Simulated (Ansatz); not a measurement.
SnPt:
```
SnPt
1.0
    5.74332     0.00000     0.00000
   -2.87166     4.97386     0.00000
    0.00000     0.00000     4.53820
Pt Sn
3 3
Cartesian
  2.87166   0.00000   0.00000
  1.43583   2.48693   0.00000
 -1.43583   2.48693   0.00000
  0.00000   0.00000   0.00000
  0.00000   3.31591   2.26910
  2.87166   1.65795   2.26910
```

Relaxed with PBE. Special points in fractions of this cell's reciprocal vectors: Γ (0.000, 0.000, 0.000); M (0.500, 0.000, 0.000); K (0.333, 0.333, 0.000); A (0.000, 0.000, 0.500); L (0.500, 0.000, 0.500); H (0.333, 0.333, 0.500).

Q: List the band energies nearest the Fermi level at these points for the program Ansatz at the PBE with spin–orbit coupling level (PAW).

A: In eV from the Fermi level; about four levels below and three above (degenerate sets whole), none deeper than 8.9 eV; points with the same levels are listed once.

| k | below | above |
|---|---|---|
| Γ | -1.07 -1.07 -0.26 -0.26 | 0.70 0.70 1.13 1.13 |
| M | -0.08 -0.08 -0.03 -0.03 | 0.39 0.39 0.78 0.78 |
| K | -0.17 -0.17 -0.16 -0.16 | 0.24 0.24 1.33 1.33 |
| A | -0.64 -0.64 -0.21 -0.21 | 0.15 0.15 2.57 2.57 |
| L | -1.42 -1.42 -0.28 -0.28 | 0.63 0.63 2.59 2.59 |
| H | -1.63 -1.63 -1.55 -1.55 | 0.61 0.61 1.46 1.46 |

Space group P6/mmm. The cell is a constructed one: a structure type filled with these elements; neither database checked (COD, Materials Project) lists it. COD files the formula under space group No. 194, so this cell is another polymorph or a model. Whether it is the stable phase at ambient conditions was not checked. The PBE relaxation kept the symmetry of its start; whether a distortion lowers the energy is not shown. The run is not spin-polarised.

Potentials: the earlier of the program's two PAW sets.
